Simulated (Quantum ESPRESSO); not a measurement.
# Mo6WCu: input and log of a self-consistent run

A calculation, not a measurement. The program is pw.x of Quantum ESPRESSO 7.5 (plane-wave density functional theory). The cell is made up: eight metal atoms on a face-centred cubic lattice, with elements, volume, strain and displacements drawn at random and not relaxed, so it may be unstable or far from any real phase. PseudoDojo standard norm-conserving files set the functional (PBE unless stated); there is no spin polarisation or spin-orbit coupling, the Fermi-Dirac width of 0.25 eV means electrons at about 2900 K, and the masses in the input are unused placeholders. The copper pseudopotential is less sure than most, with forces differing by about three percent and pressure by about two GPa from a second method on plain copper. Heavy elements are run without spin-orbit coupling, which real alloys of them have. A spin test at this wide smearing found no moment, but such smearing suppresses magnetism that the real alloy may have.

Input:

```
&control calculation='scf', pseudo_dir='./dojo.nc.sr.pbe.v0_5.standard.upf', outdir='./o', disk_io='minimal', tprnfor=.true., tstress=.true. /
&system ibrav=0, nat=8, ntyp=3, nbnd=76, ecutwfc=92.02030273, nosym=.true., tot_charge=0,
 occupations='smearing', smearing='fd', degauss=0.0183746611
/
&electrons conv_thr=1.470e-08, electron_maxstep=70, mixing_beta=0.5 /
ATOMIC_SPECIES
Cu 1.0 Cu.upf
Mo 1.0 Mo.upf
W 1.0 W.upf
CELL_PARAMETERS angstrom
-4.0117 0.0 0.0
-2.0058 -4.0117 -2.0058
-2.0058 -4.0117 6.0175
ATOMIC_POSITIONS angstrom
Mo -0.0395 -0.0309 0.1086
Mo -1.9697 -4.0145 1.9975
W -1.9914 -2.0017 0.006
Mo -4.0043 -5.9513 1.8649
Mo -4.0226 -4.0703 4.003
Cu -4.0354 -4.0405 0.0115
Mo -4.0994 -2.0187 1.9366
Mo -6.1241 -6.0006 4.0238
K_POINTS automatic
7 5 3 1 1 1
```

The log is shortened where brackets say so; the opening notice, blank lines, dates and the lines on written files are dropped, and the path of the files is cut. It prints rydbergs, bohrs and kilobars, and counts compression as positive stress. Its total energy is the free energy E - TS of the whole cell.

```
     Program PWSCF v.7.5
     Parallel version (MPI & OpenMP), running on       4 processor cores
     Number of MPI processes:                 4
     Threads/MPI process:                     1
     [start-up lines left out]
     bravais-lattice index     =            0
     lattice parameter (alat)  =       7.5810  a.u.
     unit-cell volume          =     871.3779 (a.u.)^3
     number of atoms/cell      =            8
     number of atomic types    =            3
     number of electrons       =       117.00
     number of Kohn-Sham states=           76
     kinetic-energy cutoff     =      92.0203  Ry
     charge density cutoff     =     368.0812  Ry
     scf convergence threshold =      1.5E-08
     mixing beta               =       0.5000
     number of iterations used =            8  plain     mixing
     Exchange-correlation= PBE
                           (   1   4   3   4   0   0   0)
     [axes and pseudopotential details left out]
   Cartesian axes
     site n.     atom                  positions (alat units)
         1        Mo     tau(   1) = (  -0.0098462  -0.0077025   0.0270708  )
         2        Mo     tau(   2) = (  -0.4909889  -1.0006980   0.4979186  )
         3        W      tau(   3) = (  -0.4963980  -0.4989655   0.0014956  )
         4        Mo     tau(   4) = (  -0.9981554  -1.4834858   0.4648653  )
         5        Mo     tau(   5) = (  -1.0027171  -1.0146073   0.9978313  )
         6        Cu     tau(   6) = (  -1.0059077  -1.0071790   0.0028666  )
         7        Mo     tau(   7) = (  -1.0218611  -0.5032031   0.4827380  )
         8        Mo     tau(   8) = (  -1.5265598  -1.4957749   1.0030162  )
     number of k points=    53  Fermi-Dirac smearing, width (Ry)=  0.0184
                       cart. coord. in units 2pi/alat
        k(    1) = (  -0.0714286  -0.0809531   0.0333337), wk =   0.0380952
        k(    2) = (  -0.0714286   0.0857115  -0.3000037), wk =   0.0380952
     [further k points left out]
     Dense  grid:   104031 G-vectors     FFT dimensions: (  48,  60,  90)
     Estimated max dynamical RAM per process >     397.24 MB
     Estimated total dynamical RAM >       1.48 GB
     Initial potential from superposition of free atoms
     starting charge     116.9906, renormalised to     117.0000
     Starting wfcs are   80 randomized atomic wfcs
     total cpu time spent up to now is        5.0 secs
     per-process dynamical memory:   318.2 Mb
     Self-consistent Calculation
     iteration #  1     ecut=    92.02 Ry     beta= 0.50
     Davidson diagonalization with overlap
     ethr =  1.00E-02,  avg # of iterations =  3.5
     total cpu time spent up to now is       16.5 secs
     total energy              =   -1370.46462281 Ry
     estimated scf accuracy    <       6.00774626 Ry
     iteration #  2     ecut=    92.02 Ry     beta= 0.50
     Davidson diagonalization with overlap
     ethr =  5.13E-03,  avg # of iterations =  3.0
     total cpu time spent up to now is       27.9 secs
     total energy              =   -1371.95033750 Ry
     estimated scf accuracy    <      22.37799320 Ry
     iteration #  3     ecut=    92.02 Ry     beta= 0.50
     Davidson diagonalization with overlap
     ethr =  5.13E-03,  avg # of iterations =  2.8
     total cpu time spent up to now is       39.0 secs
     total energy              =   -1372.79653527 Ry
     estimated scf accuracy    <      25.33530996 Ry
     iteration #  4     ecut=    92.02 Ry     beta= 0.50
     Davidson diagonalization with overlap
     ethr =  5.13E-03,  avg # of iterations =  1.9
     total cpu time spent up to now is       48.2 secs
     total energy              =   -1374.14400205 Ry
     estimated scf accuracy    <       2.52036839 Ry
     iteration #  5     ecut=    92.02 Ry     beta= 0.50
     Davidson diagonalization with overlap
     ethr =  2.15E-03,  avg # of iterations =  1.1
     total cpu time spent up to now is       57.0 secs
     total energy              =   -1374.06844356 Ry
     estimated scf accuracy    <       1.60515475 Ry
     [iterations 6 to 16 left out]
     iteration # 17     ecut=    92.02 Ry     beta= 0.50
     Davidson diagonalization with overlap
     ethr =  6.37E-10,  avg # of iterations =  3.8
     total cpu time spent up to now is      191.5 secs
     total energy              =   -1374.09099892 Ry
     estimated scf accuracy    <       0.00000190 Ry
     iteration # 18     ecut=    92.02 Ry     beta= 0.50
     Davidson diagonalization with overlap
     ethr =  6.37E-10,  avg # of iterations =  2.0
     total cpu time spent up to now is      202.0 secs
     total energy              =   -1374.09099904 Ry
     estimated scf accuracy    <       0.00000036 Ry
     iteration # 19     ecut=    92.02 Ry     beta= 0.50
     Davidson diagonalization with overlap
     ethr =  3.05E-10,  avg # of iterations =  1.0
     total cpu time spent up to now is      211.5 secs
     total energy              =   -1374.09099907 Ry
     estimated scf accuracy    <       0.00000002 Ry
     iteration # 20     ecut=    92.02 Ry     beta= 0.50
     Davidson diagonalization with overlap
     ethr =  2.05E-11,  avg # of iterations =  3.5
     total cpu time spent up to now is      224.0 secs
     total energy              =   -1374.09099908 Ry
     estimated scf accuracy    <       0.00000003 Ry
     iteration # 21     ecut=    92.02 Ry     beta= 0.50
     Davidson diagonalization with overlap
     ethr =  2.05E-11,  avg # of iterations =  1.2
     total cpu time spent up to now is      233.7 secs
     End of self-consistent calculation
     [lines on levels left out]
!    total energy              =   -1374.09099908 Ry
     estimated scf accuracy    <          2.1E-09 Ry
     smearing contrib. (-TS)   =      -0.13535512 Ry
     internal energy E=F+TS    =   -1373.95564396 Ry
     The total energy is F=E-TS. E is the sum of the following terms:
     one-electron contribution =    -408.49717910 Ry
     hartree contribution      =     271.79421286 Ry
     xc contribution           =    -203.11373290 Ry
     ewald contribution        =   -1034.13894481 Ry
     convergence has been achieved in  21 iterations
     Forces acting on atoms (cartesian axes, Ry/au):
     atom    1 type  2   force =     0.00201205    0.03043190   -0.00990137
     atom    2 type  2   force =    -0.01898766   -0.01013909   -0.03951292
     atom    3 type  3   force =    -0.02834840   -0.02012558    0.00761483
     atom    4 type  2   force =    -0.00982872   -0.02553577    0.02609435
     atom    5 type  2   force =     0.00025000    0.02249488    0.01171234
     atom    6 type  1   force =     0.00109882    0.01346832   -0.00547957
     atom    7 type  2   force =     0.03423760    0.01130160    0.00600510
     atom    8 type  2   force =     0.01956631   -0.02189627    0.00346725
     Total force =     0.093890     Total SCF correction =     0.000207
     Computing stress (Cartesian axis) and pressure
          total   stress  (Ry/bohr**3)                   (kbar)     P=      -54.71
  -0.00038628   0.00002609  -0.00000863          -56.82        3.84       -1.27
   0.00002609  -0.00042964   0.00000378            3.84      -63.20        0.56
  -0.00000863   0.00000378  -0.00029989           -1.27        0.56      -44.12
     init_run     :      4.73s CPU      4.90s WALL (       1 calls)
     electrons    :    224.09s CPU    228.78s WALL (       1 calls)
     forces       :      1.79s CPU      1.80s WALL (       1 calls)
     stress       :      6.22s CPU      6.22s WALL (       1 calls)
     [timing details left out]
     PWSCF        :   3m56.88s CPU   4m 1.81s WALL
     JOB DONE.
```

In other units: free energy -18695.460 eV for the cell, pressure -5.47 GPa, largest force component 1.016 eV/Å in size. The run took 244 s of wall time with four MPI processes on a shared machine (AMD EPYC, Zen 5, virtual cores), so the time is rough. A rerun of this cell at a higher cutoff and on a denser mesh moved values by no more than 0.004 eV in energy, 0.04 GPa in stress and 0.009 eV/Å in force, and a second program with other atomic files agreed on that cell to 2 % rms in force and 0.5 GPa in pressure.